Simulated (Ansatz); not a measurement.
Ansatz (a quantum-chemistry and plane-wave program) input:

Ansatz 0.2 input:
```yaml
crystal:
  lattice:
    - [5.0594093152, 0.0, 0.0]
    - [-2.5297046576, 4.3815769951, 0.0]
    - [0.0, 0.0, 5.5407555661]
  atoms:
    - { symbol: Si, position: [0.0, 0.5, 0.6666666667] }
    - { symbol: Si, position: [0.5, 0.0, 0.0] }
    - { symbol: Si, position: [0.5, 0.5, 0.3333333333] }
    - { symbol: O, position: [0.7917518175, 0.5835036351, 0.5] }
    - { symbol: O, position: [0.2082481825, 0.7917518175, 0.8333333333] }
    - { symbol: O, position: [0.4164963649, 0.2082481825, 0.1666666667] }
    - { symbol: O, position: [0.2082481825, 0.4164963649, 0.5] }
    - { symbol: O, position: [0.7917518175, 0.2082481825, 0.8333333333] }
    - { symbol: O, position: [0.5835036351, 0.7917518175, 0.1666666667] }
kpoints:
  mp_grid: { grid: [6, 6, 5] }
hamiltonian:
  xc: r2scan
  pseudopotentials: { kind: paw }
scf:
  occupations: { method: fixed }
output:
  optics: { e_range: [0.0, 15.0], de: 0.05, sigma: 0.1, bands: { spectra_wanted_up_to: 12 eV } }
```

Output (shortened):

```
output.optics: the spectra are integrated over the Brillouin zone by k·p interpolation around the k-points, where levels, occupations, output.optics.sigma and …
Pseudopotential: Si, paw, valence charge 4
Pseudopotential: O, paw, valence charge 6
Functional definition: r2SCAN
Crystal: 9 atoms, lattice volume = 122.829 Å³
Basis set: ecut = 500 eV, 3147 PW (Γ), exchange–correlation on 160×160×180 points (64 copies of the dense FFT grid, shifted against one another)
Bands: 33, of which v1, the nominal top of the filled ones, is band 24 counted from 1 (23 counted from 0)
Symmetry: 12 space group operations
Space group: P6222 (ITA 180), of the structure as read, at distance tolerance 5.0e-5 Å
k-points: 21 of 180 (time reversal used)
SCF iter   1: F=—  HF=-5339.945534 eV  |F-HF|=—  |Δ(HF+E_count)|=         —  Δρ=6.36e-3  dr2=4.82e-2  dr2_τ=7.86e-1  ethr=1.77e-3  ⟨swp⟩=5.0  Hψ=3181  notcnv=0  defer=137
preconditioner: auto → Resta (q_TF=auto, 2.333 Å⁻¹)
SCF iter   2: F=—  HF=-5340.199475 eV  |F-HF|=—  |Δ(HF+E_count)|=   2.54e-1  Δρ=4.39e-3  dr2=1.64e-2  dr2_τ=1.05e-3  ethr=1.00e-4  ⟨swp⟩=3.0  Hψ=1475  notcnv=0  defer=145
SCF iter   3: F=—  HF=-5340.196885 eV  |F-HF|=—  |Δ(HF+E_count)|=   2.59e-3  Δρ=4.49e-4  dr2=6.90e-5  dr2_τ=1.31e-4  ethr=3.43e-5  ⟨swp⟩=2.0  Hψ=1070  notcnv=0  defer=145
SCF iter   4: F=—  HF=-5340.197008 eV  |F-HF|=—  |Δ(HF+E_count)|=   1.23e-4  Δρ=1.64e-4  dr2=1.55e-5  dr2_τ=1.68e-6  ethr=1.44e-7  ⟨swp⟩=2.0  Hψ=1195  notcnv=0  defer=146
SCF iter   5: F=—  HF=-5340.197012 eV  |F-HF|=—  |Δ(HF+E_count)|=   4.24e-6  Δρ=5.89e-5  dr2=4.38e-6  dr2_τ=2.29e-7  ethr=3.22e-8  ⟨swp⟩=2.0  Hψ=1132  notcnv=0  defer=126
SCF iter   6: F=—  HF=-5340.197089 eV  |F-HF|=—  |Δ(HF+E_count)|=   7.72e-5  Δρ=2.31e-5  dr2=7.60e-7  dr2_τ=1.11e-8  ethr=9.13e-9  ⟨swp⟩=3.0  Hψ=1187  notcnv=0  defer=83
SCF iter   7: F=—  HF=-5340.197089 eV  |F-HF|=—  |Δ(HF+E_count)|=   1.04e-7  Δρ=3.36e-6  dr2=1.58e-8  dr2_τ=5.02e-10  ethr=1.58e-9  ⟨swp⟩=3.0  Hψ=1349  notcnv=0  defer=85
SCF iter   8: F=—  HF=-5340.197089 eV  |F-HF|=—  |Δ(HF+E_count)|=   4.52e-9  Δρ=3.14e-7  dr2=1.16e-10  dr2_τ=1.01e-11  ethr=3.29e-11  ⟨swp⟩=2.0  Hψ=1127  notcnv=0  defer=85
SCF iter  10: F=-5340.197089 eV  HF=-5340.197089 eV  |F-HF|=9.09e-13  |Δ(HF+E_count)|=  9.09e-13  Δρ=5.95e-9  dr2=5.06e-14  dr2_τ=1.96e-15  ethr=1.00e-12  ⟨swp⟩=2.4  Hψ=1290  notcnv=0
SCF 1 converged in 10 iterations: F = -5340.197089 eV  dr2 = 5.06e-14
NSCF: frozen V_eff on 21 k-points
Optics k sum: 0 of 21 k-points
Optics k sum: 2 of 21 k-points
Optics k sum: 3 of 21 k-points
Optics k sum: 4 of 21 k-points
Optics k sum: 5 of 21 k-points
Optics k sum: 6 of 21 k-points
Optics k sum: 7 of 21 k-points
Optics k sum: 8 of 21 k-points
Optics k sum: 9 of 21 k-points
Optics k sum: 10 of 21 k-points
Optics k sum: 11 of 21 k-points
Optics k sum: 12 of 21 k-points
Optics k sum: 13 of 21 k-points
Optics k sum: 14 of 21 k-points
Optics k sum: 15 of 21 k-points
Optics k sum: 16 of 21 k-points
Optics k sum: 17 of 21 k-points
Optics k sum: 18 of 21 k-points
Optics k sum: 19 of 21 k-points
Optics k sum: 20 of 21 k-points
Optics k sum: 21 of 21 k-points
Optics k sum: 0 of 21 k-points
Optics k sum: 2 of 21 k-points
Optics k sum: 3 of 21 k-points
Optics k sum: 4 of 21 k-points
Optics k sum: 5 of 21 k-points
Optics k sum: 6 of 21 k-points
Optics k sum: 7 of 21 k-points
Optics k sum: 8 of 21 k-points
Optics k sum: 9 of 21 k-points
Optics k sum: 10 of 21 k-points
Optics k sum: 11 of 21 k-points
Optics k sum: 12 of 21 k-points
Optics k sum: 13 of 21 k-points
Optics k sum: 14 of 21 k-points
Optics k sum: 15 of 21 k-points
Optics k sum: 16 of 21 k-points
Optics k sum: 17 of 21 k-points
Optics k sum: 18 of 21 k-points
Optics k sum: 19 of 21 k-points
Optics k sum: 20 of 21 k-points
Optics k sum: 21 of 21 k-points
NSCF: frozen V_eff on 1 k-points
NSCF: frozen V_eff on 1 k-points
NSCF: frozen V_eff on 1 k-points
output.optics: what the bands over the 52 summed would add to eps1, eps2 and the energy-loss function is held between a lower and an upper bound (8 Lanczos …
SCF converged after 10 iterations
Free energy (F): -5340.197089 eV
Harris-Foulkes:  -5340.197089 eV  (|F-HF|=9.09e-13)
Internal energy: -5340.197089 eV  (E = F + TS)
E sigma→0 (E₀):  -5340.197089 eV
Fermi energy:    1.408195 eV
--- Per-component energies (eV) ---
  E_band       = -278.507372
  E_kinetic    = 1215.954827
  E_local      = -3180.974314  (includes V_loc(G=0)·N_el)
  E_nonlocal   = 354.000974
  E_hartree    = 1157.915410
  E_xc         = -599.919951
  E_vxc        = -794.206658  (∫ρ·V_xc dr)
  E_paw        = -2526.122275  (= ΣΔE_a)
  E_vpaw       = -239.200365  (= ΣTr[D̂ρ^β])
  E_aug_tail   = 0.006280  (compensation charges beyond the density's cutoff)
  E_vtau       = 50.081064  (kinetic-family band-sum trace: ∫τ·v_τ [+ j·A + Jᵃ·Aᵃ] dr)
  E_ewald      = -1760.637095
  E_core_change = -0.420944  (= ΣΔE_core)
  E_smearing   =  0.000000  (= −TS)
  E_closure    = 0.000000  (closes the sum)
  Σ components = -5340.197089   (vs F -5340.197089, Δ=0.00e0)
  [band-id]    e_kinetic+e_local+e_nonlocal+2·e_hartree+e_vxc+e_vpaw+e_augmentation_tail+e_vtau = -278.507373   (vs E_band -278.507372, Δ=-9.05e-7)
--- Band table (eV; the first three rows and the last of 21) ---
  k-point 0: bands = ["-18.9985", "-17.5503", "-17.5503", "-16.9687", "-16.9271", "-16.9271", "-7.2312", "-7.2312", "-4.3982", "-4.1155", "-4.0145", "-4.0145", "-1.5461", "-1.5034", "-1.5034", "-1.1912", "-0.3494", "-0.3368", "-0.3368", "0.3968", "0.3968", …
  k-point 1: bands = ["-18.9261", "-17.9811", "-17.1755", "-16.9643", "-16.9316", "-16.9263", "-7.9477", "-6.3470", "-4.4432", "-4.3267", "-4.2700", "-3.6345", "-1.5713", "-1.4686", "-1.3340", "-1.0806", "-0.5258", "-0.4145", "-0.3473", "-0.1212", "0.5358", …
  k-point 2: bands = ["-18.7158", "-18.3884", "-16.9534", "-16.9516", "-16.9410", "-16.9268", "-8.3531", "-5.4590", "-4.7298", "-4.5128", "-4.4948", "-3.3472", "-1.4633", "-1.3300", "-1.1943", "-0.8316", "-0.8054", "-0.6021", "-0.5844", "-0.4182", "0.2748", …
  k-point 20: bands = ["-18.4955", "-17.9549", "-17.7569", "-16.9771", "-16.9592", "-16.9492", "-6.9166", "-6.3711", "-5.5403", "-4.1068", "-3.7878", "-3.7841", "-1.8954", "-1.5434", "-1.4961", "-0.7526", "-0.6580", "-0.6180", "0.1595", "0.3585", "0.4354", …
```

Cost: very roughly 3 core-minutes on shared cores.

Space group P6_222. This is a known high-temperature phase of the composition, computed here at zero pressure and temperature. Symmetry was held in the r²SCAN relaxation; whether a distortion lowers the energy is not shown.

Potentials: the later of the program's two PAW sets.

Ansatz is a plane-wave DFT program.
